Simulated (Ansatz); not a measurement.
TiIn2:
Space group Fddd, origin choice 1 (No. 70); a = 5.607 Å, b = 9.176 Å, c = 9.853 Å, α = 90.00°, β = 90.00°, γ = 90.00°

| atom | site | symmetry | x | y | z |
|---|---|---|---|---|---|
| In | 16f | .2. | 0.0000 | 0.1766 | 0.0000 |
| Ti | 8b | 222 | 0.5000 | 0.5000 | 0.5000 |
(The calculation used a cell of 6 atoms; values per cell refer to that cell.)

Relaxed at zero pressure with r²SCAN (plane waves, PAW; program Ansatz).

**Question.** The volume is raised by 6 % and shape and atoms relax at that volume. What pressure results, and how do the axes share the change?

**Answer.** -3.9 GPa; a 2.5 %, b 2.4 %, c 1.0 %; the energy rises by 17 meV/atom.

**Question.** Give the new structure.

**Answer.** 
Space group Fddd, origin choice 1 (No. 70); a = 5.745 Å, b = 9.398 Å, c = 9.951 Å, α = β = γ = 90.00°

```tsv
atom	site	symmetry	x	y	z
In	16f	.2.	0.0000	0.1795	0.0000
Ti	8b	222	0.5000	0.5000	0.5000
```

The phase is kept; no other phase was compared at this pressure.

The start of the workflow was typed in or built on a structure type; neither database checked (COD, Materials Project) lists it. Whether it is the stable phase at ambient conditions was not checked. The r²SCAN relaxation kept the symmetry of its start; its stability against distortions is not shown here. The run is not spin-polarised. Axis ratios of metals converge slowly with the k-mesh, so a and c are less sure than the volume.

Potentials: the earlier of the program's two PAW sets. The files were generated under PBE; for other functionals the program regenerates the frozen cores, and for LDA and PBEsol the local potential too.
